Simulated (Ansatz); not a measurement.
Consider the following.

Ga$_{2}$O$_{3}$:
```
Ga2O3
1.0
   -4.63192     4.63192     4.63192
    4.63192    -4.63192     4.63192
    4.63192     4.63192    -4.63192
Ga O
16 24
Direct
  0.50000   0.50000   0.50000
  0.50000   0.00000   0.00000
  0.00000   0.00000   0.50000
  0.00000   0.50000   0.00000
  0.25000   0.71406   0.46406
  0.75000   0.78594   0.03594
  0.46406   0.25000   0.71406
  0.03594   0.75000   0.78594
  0.71406   0.46406   0.25000
  0.78594   0.03594   0.75000
  0.75000   0.28594   0.53594
  0.25000   0.21406   0.96406
  0.53594   0.75000   0.28594
  0.96406   0.25000   0.21406
  0.28594   0.53594   0.75000
  0.21406   0.96406   0.25000
  0.54306   0.77427   0.54749
  0.72678   0.99558   0.95251
  0.77322   0.72573   0.26880
  0.95694   0.50442   0.23120
  0.54749   0.54306   0.77427
  0.95251   0.72678   0.99558
  0.26880   0.77322   0.72573
  0.23120   0.95694   0.50442
  0.77427   0.54749   0.54306
  0.99558   0.95251   0.72678
  0.72573   0.26880   0.77322
  0.50442   0.23120   0.95694
  0.45694   0.22573   0.45251
  0.27322   0.00442   0.04749
  0.22678   0.27427   0.73120
  0.04306   0.49558   0.76880
  0.45251   0.45694   0.22573
  0.04749   0.27322   0.00442
  0.73120   0.22678   0.27427
  0.76880   0.04306   0.49558
  0.22573   0.45251   0.45694
  0.00442   0.04749   0.27322
  0.27427   0.73120   0.22678
  0.49558   0.76880   0.04306
```

This is the r²SCAN-relaxed structure.

Question: All from r²SCAN (plane waves, PAW; program Ansatz), unless another level is named. Predict the Young's modulus.

Answer: 249 GPa.

Question: Next, the elastic constants (relaxed ions, GPa)?

Answer: C11 = 367, C12 = 136, C44 = 83.8.

Space group Ia-3 (bixbyite). A made-up cell: these elements were put on the sites of a structure type; neither database checked (COD, Materials Project) lists it. It is not the phase usual at ambient conditions (space group No. 12, 167). The cell was relaxed with r²SCAN under the symmetry of its start; of distortions, only those at the zone centre were tested.

Potentials: the later of the program's two PAW sets.
